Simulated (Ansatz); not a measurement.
ZnSe:
```
ZnSe
1.0
    3.65969     0.00000     0.00000
   -1.82985     3.16939     0.00000
    0.00000     0.00000     3.27990
Zn Se
1 1
Direct
  0.00000   0.00000   0.00000
  0.66667   0.33333   0.50000
```

Relaxed with PBEsol. Special points in fractions of this cell's reciprocal vectors: Γ (0.000, 0.000, 0.000); M (0.500, 0.000, 0.000); K (0.333, 0.333, 0.000); A (0.000, 0.000, 0.500); L (0.500, 0.000, 0.500); H (0.333, 0.333, 0.500).

### Question
List the band energies nearest the Fermi level at these points for DFT-PBEsol in the program Ansatz with PAW potentials.

### Answer
In eV from the Fermi level; about four levels below and three above (degenerate sets whole), none deeper than 8.9 eV; … stands for higher levels left out; points with the same levels are listed once.

| k | below | above |
|---|---|---|
| Γ | -0.86 -0.70 -0.70 -0.05 | 5.95 5.95 … |
| M | -6.73 -6.72 -6.08 -2.35 | 0.57 1.69 6.49 |
| K | -6.76 -6.60 -5.79 -4.69 | 0.77 5.65 5.92 |
| A | -6.92 -6.92 -6.83 -6.83 -6.15 | 0.27 0.27 4.25 |
| L | -4.72 -4.17 -1.26 -0.35 | 4.81 4.83 … |
| H | -4.24 -3.99 -1.98 -0.94 | 1.24 8.32 … |

Space group P-6m2. A made-up cell: these elements were put on the sites of a structure type; neither database checked (COD, Materials Project) lists it. It is not the phase usual at ambient conditions (space group No. 216). The cell keeps a stress of up to 0.3 GPa. The cell was relaxed with PBEsol under the symmetry of its start; its stability against distortions is not shown here. Spin–orbit coupling is left out wherever it is not named.

Potentials: the earlier of the program's two PAW sets. The files were generated under PBE; for other functionals the program regenerates the frozen cores, and for LDA and PBEsol the local potential too.
